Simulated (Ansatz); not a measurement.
ZrCl4:
Space group P2/c (No. 13); a = 6.365 Å, b = 7.478 Å, c = 6.278 Å, α = γ = 90.00°, β = 108.88°

```csv
atom,site,symmetry,x,y,z
Zr,2e,2,0.0000,0.1696,0.2500
Cl,4g,1,0.2557,0.3664,0.4809
Cl,4g,1,0.2269,0.1062,0.9993
```

Relaxed with r²SCAN+D4.

Problem. Tabulate the valence density and the electron localisation function along the shortest Zr–Cl contact (2.32 Å), the program Ansatz at the r²SCAN+D4 level (PAW).

Solution. 

```tsv
distance from Zr (Å)	density (e/Å³)	ELF
0.23	3.59	0.26
0.35	4.04	0.55
0.46	3.89	0.72
0.58	3.18	0.78
0.70	2.26	0.74
0.81	1.46	0.59
0.93	0.94	0.37
1.04	0.70	0.28
1.16	0.67	0.38
1.28	0.77	0.60
1.39	0.97	0.77
1.51	1.27	0.83
1.62	1.61	0.83
1.74	1.87	0.79
1.86	1.81	0.70
1.97	1.35	0.54
2.09	0.62	0.34
```

The density is the valence pseudo-density with augmentation charge, so density and ELF within about 1 Å of a nucleus are not all-electron values.

The workflow started from a Materials Project entry (that database holds measured and hypothetical structures alike); the Crystallography Open Database files this formula in space group No. 13, but the cells were not matched. Its standing as an ambient phase is unchecked. The cell was relaxed with r²SCAN+D4 under the symmetry of its start; its stability against distortions is not shown here. No spin polarisation was allowed.

Potentials: the later of the program's two PAW sets.
